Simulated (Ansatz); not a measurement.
CsSnI3:
Space group P4/mbm (No. 127); a = 8.3678 Å, b = 8.3678 Å, c = 6.1305 Å, α = 90.00°, β = 90.00°, γ = 90.00°

```json
[
 {"atom": "Cs", "site": "2d", "symmetry": "m.mm", "x": "0.0000", "y": "0.5000", "z": "0.0000"},
 {"atom": "Sn", "site": "2b", "symmetry": "4/m..", "x": "0.5000", "y": "0.5000", "z": "0.5000"},
 {"atom": "I", "site": "4h", "symmetry": "m.2m", "x": "0.1882", "y": "0.3118", "z": "0.5000"},
 {"atom": "I", "site": "2a", "symmetry": "4/m..", "x": "0.0000", "y": "0.0000", "z": "0.0000"}
]
```

Relaxed at zero pressure with plane-wave PAW LDA (Ansatz code).

**Question.** The volume is raised by 6 % and shape and atoms relax at that volume. What pressure results, and how do the axes share the change?

**Answer.** -1.1 GPa; a 2.3 %, b 2.3 %, c 1.3 %; the energy rises by 9 meV/atom.

**Question.** Give the new structure.

**Answer.** 
Space group P4/mbm (No. 127); a = b = 8.561 Å, c = 6.208 Å, α = β = γ = 90.00°

| atom | site | symmetry | x | y | z |
|---|---|---|---|---|---|
| Cs | 2d | m.mm | 0.0000 | 0.5000 | 0.0000 |
| Sn | 2b | 4/m.. | 0.5000 | 0.5000 | 0.5000 |
| I | 4h | m.2m | 0.1955 | 0.3045 | 0.5000 |
| I | 2a | 4/m.. | 0.0000 | 0.0000 | 0.0000 |

The phase is kept; no other phase was compared at this pressure.

The workflow started from a Materials Project entry (that database holds measured and hypothetical structures alike); the Crystallography Open Database files this formula in space group No. 127, but the cells were not matched. It is not the phase usual at ambient conditions (space group No. 62). Symmetry was held in the LDA relaxation; of distortions, only those at the zone centre were tested, and some modes there are weakly imaginary. Scalar-relativistic: spin–orbit coupling is off unless named, which matters more the heavier the elements.

Potentials: the later of the program's two PAW sets.
